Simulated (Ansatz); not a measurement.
Se (trigonal-Se type, space group P3_121)

```yaml
crystal:
  lattice:
    - [4.53455, 0.00000, 0.00000]
    - [-2.26727, 3.92703, 0.00000]
    - [0.00000, 0.00000, 5.04146]
  atoms:
    - { symbol: Se, position: [0.21814, 0.00000, 0.83333] }
    - { symbol: Se, position: [0.00000, 0.21814, 0.16667] }
    - { symbol: Se, position: [0.78186, 0.78186, 0.50000] }
```

The relaxed cell is deformed in two ways at once: its volume V is scaled, and at that volume it is stretched along z (the c axis of the conventional cell) so that c/a changes. Fractional atomic positions are held.

Method: PBE (plane waves to 420 eV, PAW, scalar-relativistic; Ansatz, an electronic-structure program). k mesh 8×8×7 (Γ-centred), Fermi-Dirac smearing 0.05 eV. Energies are smeared free energies. As the atoms are clamped, bonds stretch with the cell, which overstates energies and stresses. Se was relaxed with its symmetry unable to fall.

Changes of ΔE (meV/atom) from the point V/V₀ = 1.000, (c/a)/(c/a)₀ = 1.000 when one coordinate moves alone (two changes are said to add if the coupling is within 5 % of the smaller one, nearly so within 20 %):

```tsv
point	change
V/V₀ = 1.000, (c/a)/(c/a)₀ = 0.960	4.03
V/V₀ = 1.000, (c/a)/(c/a)₀ = 0.973	1.78
V/V₀ = 1.000, (c/a)/(c/a)₀ = 0.987	0.45
V/V₀ = 0.920, (c/a)/(c/a)₀ = 1.000	32.36
V/V₀ = 0.947, (c/a)/(c/a)₀ = 1.000	13.65
V/V₀ = 0.973, (c/a)/(c/a)₀ = 1.000	3.24
V/V₀ = 1.027, (c/a)/(c/a)₀ = 1.000	2.97
V/V₀ = 1.053, (c/a)/(c/a)₀ = 1.000	11.31
V/V₀ = 1.080, (c/a)/(c/a)₀ = 1.000	24.28
V/V₀ = 1.000, (c/a)/(c/a)₀ = 1.013	0.41
V/V₀ = 1.000, (c/a)/(c/a)₀ = 1.027	1.64
V/V₀ = 1.000, (c/a)/(c/a)₀ = 1.040	3.68
```

Q: What is the change at V/V₀ = 0.920, (c/a)/(c/a)₀ = 0.973, where both move, and how far is it from the sum?

A: The sum of the single changes is 32.36 + (1.78) = 34.14; the calculation gives 42.74, so the coupling contributes 8.60 (over 20 % of the smaller single change, not additive).

(A scan under strain: stresses follow from slopes of the energy per volume, elastic moduli from its curvatures.)
